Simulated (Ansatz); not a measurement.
Consider the following.

FeGe:
```
FeGe
1.0
    2.98747     0.00000     0.00000
   -1.49373     2.58722     0.00000
    0.00000     0.00000     3.47345
Fe Ge
1 1
Cartesian
  0.00000   0.00000   0.00000
  1.49373   0.86241   1.73673
```
The run is spin-polarised; directions of the spins, atom by atom: ↑ 0.

This is the r²SCAN-relaxed structure.

Task: All from r²SCAN in the plane-wave PAW code Ansatz, unless another level is named. Give the electronic character.

Result: metallic (no gap).

Task: What about the formation energy from the elements (no fitted shifts)?

Result: 0.15 eV/atom.

Task: Give the density of states at the Fermi level.

Result: 0.28 states/eV per atom (mean over ±0.08 eV).

Space group P-6m2. A made-up cell: these elements were put on the sites of a structure type; neither database checked (COD, Materials Project) lists it. COD files the formula under space group No. 198. Its standing as an ambient phase is unchecked. Symmetry was held in the r²SCAN relaxation; its stability against distortions is not shown here. The final state is ferromagnetic, chosen from 4 collinear starts compared on coarse meshes (ties went to the first, and starts can fall back to one state), not a proven ground state. Other orbital occupations within this spin state were not tried. The references are the lowest solids computed at this level, not always the standard phases. Scalar-relativistic: spin–orbit coupling is off unless named, which matters more the heavier the elements.

Potentials: the later of the program's two PAW sets.
